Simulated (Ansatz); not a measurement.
Si3N4:
```
Si3N4
1.0
    7.60574     0.00000     0.00000
   -3.80287     6.58676     0.00000
    0.00000     0.00000     2.90569
Si N
6 8
Direct
  0.17538   0.76934   0.25000
  0.23066   0.40604   0.25000
  0.59396   0.82462   0.25000
  0.82462   0.23066   0.75000
  0.76934   0.59396   0.75000
  0.40604   0.17538   0.75000
  0.33031   0.03125   0.25000
  0.96875   0.29905   0.25000
  0.70095   0.66969   0.25000
  0.66969   0.96875   0.75000
  0.03125   0.70095   0.75000
  0.29905   0.33031   0.75000
  0.33333   0.66667   0.25000
  0.66667   0.33333   0.75000
```

Relaxed with r²SCAN. Special points in fractions of this cell's reciprocal vectors: Γ (0.000, 0.000, 0.000); M (0.500, 0.000, 0.000); K (0.333, 0.333, 0.000); A (0.000, 0.000, 0.500); L (0.500, 0.000, 0.500); H (0.333, 0.333, 0.500).

Q: List the band energies nearest the valence-band maximum at these points for the program Ansatz at the r²SCAN level (PAW).

A: In eV from the valence-band maximum; about four levels below and three above (degenerate sets whole), none deeper than 8.9 eV; points with the same levels are listed once.

```json
[
 {"k": "Γ", "below": "-1.31 -1.31 -0.47 -0.42 -0.21", "above": "4.99 5.24 5.56 5.56"},
 {"k": "M", "below": "-1.37 -0.82 -0.34 -0.27", "above": "5.26 5.37 5.56"},
 {"k": "K", "below": "-1.19 -1.19 -0.30 -0.30", "above": "5.34 5.52 5.52"},
 {"k": "A", "below": "-1.69 -1.69 -1.69 -1.69 -1.37 -1.37", "above": "5.33 5.33 5.33 5.33"},
 {"k": "L", "below": "-1.56 -1.56 -1.09 -1.09", "above": "5.43 5.43 6.50 6.50"},
 {"k": "H", "below": "-1.46 -1.46 -1.14 -1.14", "above": "5.68 5.68 6.47 6.47"}
]
```

Space group P6_3/m. The r²SCAN relaxation kept the symmetry of its start.

Potentials: the later of the program's two PAW sets.
